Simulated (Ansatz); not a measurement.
Relaxed Al2Cu (Al2Cu type, space group I4/mcm):

```yaml
crystal:
  lattice:
    - [-3.02975, 3.02975, 2.43725]
    - [3.02975, -3.02975, 2.43725]
    - [3.02975, 3.02975, -2.43725]
  atoms:
    - { symbol: Al, position: [0.15828, 0.65828, 0.81655] }
    - { symbol: Al, position: [0.34172, 0.15828, 0.50000] }
    - { symbol: Al, position: [0.65828, 0.84172, 0.50000] }
    - { symbol: Al, position: [0.84172, 0.34172, 0.18345] }
    - { symbol: Cu, position: [0.75000, 0.75000, 0.00000] }
    - { symbol: Cu, position: [0.25000, 0.25000, 0.00000] }
```

Level of theory: PBE (plane waves to 420 eV, PAW, scalar-relativistic; Ansatz, a program for electronic structure). k mesh 10×10×10 (Γ-centred), Fermi-Dirac smearing 0.05 eV. With partly filled bands, energies and forces of such displacements shift with the k mesh and the smearing. Al2Cu is run without spin polarisation. Al2Cu was relaxed with its symmetry unable to fall.

One atom of the cell was then moved (with its periodic images), all else fixed, and the forces (eV/Å) came out as:

```json
[
 {"atom": "Al1", "Fx": "-0.196", "Fy": "-0.034", "Fz": "0.000"},
 {"atom": "Al2", "Fx": "1.587", "Fy": "-0.132", "Fz": "0.000"},
 {"atom": "Al3", "Fx": "-0.619", "Fy": "0.760", "Fz": "0.000"},
 {"atom": "Al4", "Fx": "-0.158", "Fy": "-0.049", "Fz": "0.000"},
 {"atom": "Cu5", "Fx": "-0.307", "Fy": "-0.273", "Fz": "-0.195"},
 {"atom": "Cu6", "Fx": "-0.307", "Fy": "-0.273", "Fz": "0.195"}
]
```

Question: Which atom was moved, and by which vector (Å)?

Answer: Al2, by (-0.32, 0.00, 0.00), 0.32 Å in all.

(A displaced cell: forces are minus the slopes of the energy, force constants its curvatures, and phonons follow from these.)
